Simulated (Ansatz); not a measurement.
FeGe₂ in space group P6_222 (No. 180; Fe on 3c, Ge on 6i) at seven volumes, plane-wave PAW PBE (Ansatz code), shape and atoms relaxed at each. One row is withheld.

| V (Å³/atom) | P (GPa) |
|---|---|
| 13.366 | 12.68 |
| 13.807 | 8.05 |
| 14.248 | 3.69 |
| 14.688 | 0.00 |
| 15.129 | -3.10 |
| 15.570 | ? |
| 16.010 | -7.31 |

**Question.** Fit the shown pressures and predict the withheld one.

**Answer.** P = (3/2)B₀(x^(7/2) − x^(5/2))[1 + (3/4)(B′ − 4)(x − 1)] with x = (V₀/V)^(2/3). Least squares on the six rows gives V₀ = 14.699 Å³/atom, B₀ = 107 GPa, B′ = 4.88. At V = 15.570, x = 0.9623 and P = -5.35 GPa. The run itself gave -5.66 GPa.

A made-up cell: these elements were put on the sites of a structure type; neither database checked (COD, Materials Project) lists it. Whether it is the stable phase at ambient conditions was not checked. The cell was relaxed with PBE under the symmetry of its start; its stability against distortions is not shown here. Magnetic state: ferromagnetic, chosen from 4 collinear starts compared on coarse meshes (ties went to the first, and starts can fall back to one state), not a proven ground state.

Potentials: the later of the program's two PAW sets.
